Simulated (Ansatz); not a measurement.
Values for one crystal, relaxed and computed with plane-wave PAW PBEsol (Ansatz code); other levels are named.

```yaml
volume_per_atom: 12.40 Å³
electronic_character: metallic (no gap)
Bulk modulus (Birch–Murnaghan fit): 210 GPa
Poisson's ratio: 0.29
debye_temperature_from_the_elastic_constants: 546 K
highest_zone_centre_frequency: 7.47 THz
mechanical_stability: stable (all eigenvalues of C positive)
```

Q: Pick the material that matches.
A. TiFe, CsCl type
B. Mg2Sn, Cmcm (Mg on 8g, Sn on 4c)
C. AlNi3, Cu3Au type
D. ScAl3, Cu3Au type

A: A, TiFe, CsCl type

Space group Pm-3m (CsCl type). The first step of the workflow began from a Materials Project structure, measured or hypothetical; the Crystallography Open Database files this formula in space group No. 221, but the cells were not matched. Whether it is the stable phase at ambient conditions was not checked. The PBEsol relaxation kept the symmetry of its start; of distortions, only those at the zone centre were tested. The run is not spin-polarised. As this level gives no gap, shear constants depend on the k-mesh and smearing (Fermi–Dirac, 0.1 eV here). As this level gives no gap, phonon frequencies hold no LO–TO term and depend on the k-mesh and smearing (Fermi–Dirac, 0.1 eV here).

Potentials: the later of the program's two PAW sets.
